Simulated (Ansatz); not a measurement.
HfTe:
```
HfTe
1.0
    3.53111     0.00000     0.00000
    0.00000     3.53111     0.00000
    0.00000     0.00000     3.53111
Hf Te
1 1
Direct
  0.00000   0.00000   0.00000
  0.50000   0.50000   0.50000
```

Relaxed with r²SCAN. Special points in fractions of this cell's reciprocal vectors: Γ (0.000, 0.000, 0.000); X (0.000, 0.500, 0.000); M (0.500, 0.500, 0.000); R (0.500, 0.500, 0.500).

### Question
List the band energies nearest the Fermi level at these points for r²SCAN in the plane-wave PAW code Ansatz.

### Answer
In eV from the Fermi level; about four levels below and three above (degenerate sets whole), none deeper than 8.9 eV; points with the same levels are listed once.

| k | below | above |
|---|---|---|
| Γ | -2.11 -2.11 -1.61 -1.61 -1.61 | 2.14 2.68 2.68 2.68 |
| X | -8.27 -2.57 -2.57 -1.20 | 2.94 3.75 4.74 |
| M | -5.78 -5.78 -2.79 | 0.13 0.83 0.83 |
| R | -6.31 -6.31 -6.31 | 1.73 1.73 1.73 |

Space group Pm-3m (CsCl type). The cell is a constructed one: a structure type filled with these elements; neither database checked (COD, Materials Project) lists it. Whether it is the stable phase at ambient conditions was not checked. Symmetry was held in the r²SCAN relaxation; its stability against distortions is not shown here. No spin polarisation was allowed. Scalar-relativistic: spin–orbit coupling is off unless named, which matters more the heavier the elements.

Potentials: the earlier of the program's two PAW sets.
